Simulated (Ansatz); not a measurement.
## Sn$_{3}$Se: an elastic constant from a strain scan

Level of theory: Ansatz 0.2.0, DFT PBE, scalar-relativistic, plane waves, PAW. Settings: plane waves to 420 eV, k-mesh 12×12×12 (Γ-centred), Gaussian smearing 0.15 eV. No spin polarisation. Energies are free energies at this smearing, counted from the undisturbed cell; pressure is positive in compression.

The undisturbed cell (relaxed at this level; with this scan's settings it stands at 0.1 GPa; it needn't be the usual structure):

```xyz
4
Lattice="0.0000 3.7280 3.7280 3.7280 0.0000 3.7280 3.7280 3.7280 0.0000" Properties=species:S:1:pos:R:3 pbc="T T T"
Sn    1.8640    1.8640    1.8640
Sn    5.5919    5.5919    5.5919
Sn    3.7280    3.7280    3.7280
Se    0.0000    0.0000    0.0000
```

The cell is strained by ε times the Voigt pattern (0, 0, 1, 0, 0, 0) (xx, yy, zz, yz, xz, xy; engineering shear) with fractional coordinates fixed. The cell holds 4 atoms in V0 = 103.62 Å³. The stress column is τ = (1/V0) dE/dε, got from the stress tensor σ (compression positive) at each point as −det(1 + εP) σ : P(1 + εP)⁻¹, with P the pattern as a tensor.

| ε | ΔE (meV/atom) | τ (GPa) |
| --- | --- | --- |
| -0.1000 | 51.224 | -7.129 |
| -0.0750 | 27.351 | -4.765 |
| -0.0500 | 11.870 | -2.982 |
| -0.0250 | 3.007 | -1.413 |
| 0.0000 | 0.000 | -0.140 |
| 0.0250 | 1.664 | 0.961 |
| 0.0500 | 7.675 | 1.991 |
| 0.0750 | 17.542 | 2.861 |
| 0.0875 | 23.710 | 3.238 |
| 0.1000 | ? | ? |

Q: Which combination of elastic constants does this scan measure, and how large is it?

A: For small ε, τ = τ0 + Kε with K = pᵀCp, which for this pattern is C11 in the cubic axes. The parabola through τ at ε = -0.0250, 0 and 0.0250 has slope K = 47 GPa at zero. The energies per cell, E = NΔE, of the same two points give K = 2[E(ε₊)/ε₊ − E(ε₋)/ε₋]/[(ε₊ − ε₋)V0] = 46 GPa, in agreement.

Q: Predict the withheld row at ε = 0.1000 from the harmonic law, and compare.

A: ΔE = V0(τ0 ε + Kε²/2)/N = 36.128 meV/atom and τ = 4.61 GPa. The calculation gives 30.616 meV/atom and 3.59 GPa: the energy lies 15 % below the harmonic value, as bonds soften when stretched.

In a metal these slopes depend on the k mesh and the smearing.

Cost: 10 runs of about 6.8 core-minutes in all, on Intel Xeon Processor @ 2.70GHz (shared hosts).